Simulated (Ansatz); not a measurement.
Li:
```xyz
1
Lattice="0.0000 2.1883 2.1883 2.1883 0.0000 2.1883 2.1883 2.1883 0.0000" Properties=species:S:1:pos:R:3 pbc="T T T"
Li     0.0000     0.0000     0.0000
```

Relaxed with r²SCAN.

Question: Map the electron localisation function on the plane through (0.000, 0.000, 0.000) spanned by u = [1, 1, 0] and v = [1, -1, 0] in lattice vectors, from the program Ansatz at the r²SCAN level (PAW).

Answer: x is the fraction of u, y of v (the angle between them is 90°; rows are the nearest grid lines); atoms in the plane: Li at (0.00, 0.00), Li at (0.50, 0.50).
```
|@@@:  -+***++++++***+-  :@@@|
|@@%   -+**+++==+++**+-   %@@|
|@%-  .=++++=-::-=++++=.  -%@|
|:.   :=++=-.    .-=++=:   .:|
|    .=++=:        :=++=.    |
|   :=+++-.   ::   .-+++=:   |
|::-=+++=:   *@@*   :=+++=-::|
|=+++**+=.  =@@@@=  .=+**+++=|
|+++***+=.  *@@@@*  .=+***+++|
|=+++**+=.  =@@@@=  .=+**+++=|
|::-=+++=:   *@@*   :=+++=-::|
|   :=+++-.   ::   .-+++=:   |
|    .=++=:        :=++=.    |
|:.   :=++=-.    .-=++=:   .:|
|@%-  .=++++=-::-=++++=.  -%@|
|@@%   -+**+++==+++**+-   %@@|
|@@@:  -+***++++++***+-  :@@@|
```
Scale: ten equal steps from 0.012 (start of ' ') to 1.00 (end of '@'), in the order ' .:-=+*#%@'; x runs from 0.000 to 1.00, y from 0.000 (bottom) to 1.00 (top).

The density is the valence pseudo-density with augmentation charge, so density and ELF within about 1 Å of a nucleus are not all-electron values.

Space group Fm-3m (fcc (Cu type)). The workflow started from a Materials Project entry (that database holds measured and hypothetical structures alike); the Crystallography Open Database files this formula in space group No. 225, but the cells were not matched. It is not the phase usual at ambient conditions (space group No. 229). The r²SCAN relaxation kept the symmetry of its start; whether a distortion lowers the energy is not shown.

Potentials: the later of the program's two PAW sets.
